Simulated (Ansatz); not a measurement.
Values for one crystal, relaxed and computed with the program Ansatz at the r²SCAN level (PAW); other levels are named.

| Quantity | Value |
|---|---|
| Volume per atom | 10.92 Å³ |
| Electronic character | metallic (no gap) |
| Density of states at the Fermi level | 0.41 states/eV per atom (mean over ±0.08 eV) |
| Bulk modulus (Birch–Murnaghan fit) | 259 GPa |
| Pressure derivative B′ | 4.4 |
| Formation energy from the elements (no fitted shifts) | -28 kJ/mol-atom |

Pick the material that matches.
(A) SiBMo, Cmcm (Si on 4c, B on 4c, Mo on 4c)
(B) BAs, CsCl type
(C) SiC2N4, Imma (Pearson symbol oI28)
(D) SiRu, CsCl type

A, SiBMo, Cmcm (Si on 4c, B on 4c, Mo on 4c)

The start of the workflow was typed in or built on a structure type; neither database checked (COD, Materials Project) lists it. Its standing as an ambient phase is unchecked. The cell was relaxed with r²SCAN under the symmetry of its start; whether a distortion lowers the energy is not shown. No spin polarisation was allowed. The references are the lowest solids computed at this level, not always the standard phases. Spin–orbit coupling is left out wherever it is not named.

Potentials: the earlier of the program's two PAW sets. The files were generated under PBE; for other functionals the program regenerates the frozen cores, and for LDA and PBEsol the local potential too.
